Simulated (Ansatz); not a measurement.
Relaxed-ion elastic tensor of SiC in space group P6_222 (No. 180; Si on 3d, C on 3c) in GPa (Voigt order), the program Ansatz at the PBEsol level (PAW); density 3.49 g/cm³, 9.54 Å³ per atom.

```json
[
 {"": "1", "1": "453", "2": "91.0", "3": "105", "4": "0.0", "5": "0.0", "6": "0.0"},
 {"": "2", "1": "91.0", "2": "453", "3": "105", "4": "0.0", "5": "0.0", "6": "0.0"},
 {"": "3", "1": "105", "2": "105", "3": "607", "4": "0.0", "5": "0.0", "6": "0.0"},
 {"": "4", "1": "0.0", "2": "0.0", "3": "0.0", "4": "202", "5": "0.0", "6": "0.0"},
 {"": "5", "1": "0.0", "2": "0.0", "3": "0.0", "4": "0.0", "5": "202", "6": "0.0"},
 {"": "6", "1": "0.0", "2": "0.0", "3": "0.0", "4": "0.0", "5": "0.0", "6": "181"}
]
```

**Question.** Is the crystal mechanically stable?

**Answer.** Yes: the smallest eigenvalue of C is 181 GPa.

**Question.** Work out the Voigt, Reuss and Hill averages.

**Answer.** K_V = 235, K_R = 230, K_H = 233; G_V = 198, G_R = 196, G_H = 197 GPa.

**Question.** Give Young's modulus, Poisson's ratio, Pugh's ratio and the universal anisotropy index.

**Answer.** E = 9KG/(3K + G) = 460 GPa; ν = 0.17; K/G = 1.18 (brittle by the Pugh limit of 1.75); A_U = 5G_V/G_R + K_V/K_R − 6 = 0.07.

**Question.** Estimate the sound speeds and the Debye temperature.

**Answer.** v_l = √((K + 4G/3)/ρ) = 11900 m/s, v_t = √(G/ρ) = 7510 m/s, mean 8260 m/s; Θ = (h/k)(3n/4πV)^(1/3) v_m = 1160 K.

**Question.** Solve the Christoffel equation for the three sound speeds along x, y, z.

**Answer.** Eigenvalues of C_ijkl n_j n_l equal ρv² (piezoelectric stiffening left out). In km/s, slowest first: x 7.20, 7.60, 11.39; y 7.20, 7.60, 11.39; z 7.60, 7.60, 13.19.

**Question.** How much does each axis shrink under pressure?

**Answer.** Linear compressibilities β_i = Σ_j S_ij (j = 1 to 3): x 1.6, y 1.6, z 1.1 per TPa.

The start of the workflow was typed in or built on a structure type; neither database checked (COD, Materials Project) lists it. It is not the phase usual at ambient conditions (space group No. 186, 216). Symmetry was held in the PBEsol relaxation; phonons on a q-mesh show no instability. Its formation energy is positive at this level, so the cell may be metastable or incomplete.

Potentials: the later of the program's two PAW sets.
